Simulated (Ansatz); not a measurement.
AlRu: energy along a strain

AlRu, Pm-3m, a = 2.992 Å (as given, not relaxed at this level: 2.6 GPa). The structure is a COD entry; whether it is the stable form wasn't checked. Ansatz: PBE, PAW, 420 eV, Γ-centred 16×16×16 mesh on 2 atoms, Gaussian smearing 0.15 eV; no spin polarisation. Cell vectors (Å): 2.992 0.000 0.000; 0.000 2.992 0.000; 0.000 0.000 2.992. The cell is strained by x per cent times the pattern (0 0 1 0 0 0) in the order xx yy zz yz xz xy (engineering shears), with fractional coordinates held. y is the free energy over the start, V0 = 13.387 Å³/atom.

| x (%) | y (meV/atom) |
| --- | --- |
| -2.00 | ? |
| -1.50 | 6.51 |
| -1.00 | 3.61 |
| -0.50 | 1.45 |
| 0.00 | 0.00 |
| 0.50 | -0.76 |
| 1.00 | -0.85 |
| 1.50 | -0.30 |
| 1.75 | 0.21 |
| 2.00 | 0.87 |

**Question.** Fit y = c1 x + c2 x² + c3 x³ to the other rows, get the stiffness along the pattern, and predict the missing energy.

**Answer.** Least squares on the rows shown. y = −2.199 x + 1.380 x² − 0.03133 x³. The clamped-ion stiffness p·C·p = 2 × 13.80 eV × 160.2 / 13.387 Å³ = 330 GPa, which is C33 in these axes (C11 of the cubic crystal) (second derivative at the start, which stands under stress). At x = -2.00 the fit asked for gives 10.17 meV/atom. The run gave 10.18 meV/atom, so the fit is 0.01 meV/atom too low, a small miss on the scale of the series.

Cost: 10 runs of about 1.3 core-minutes in all, on Intel Xeon Processor @ 2.70GHz (shared hosts).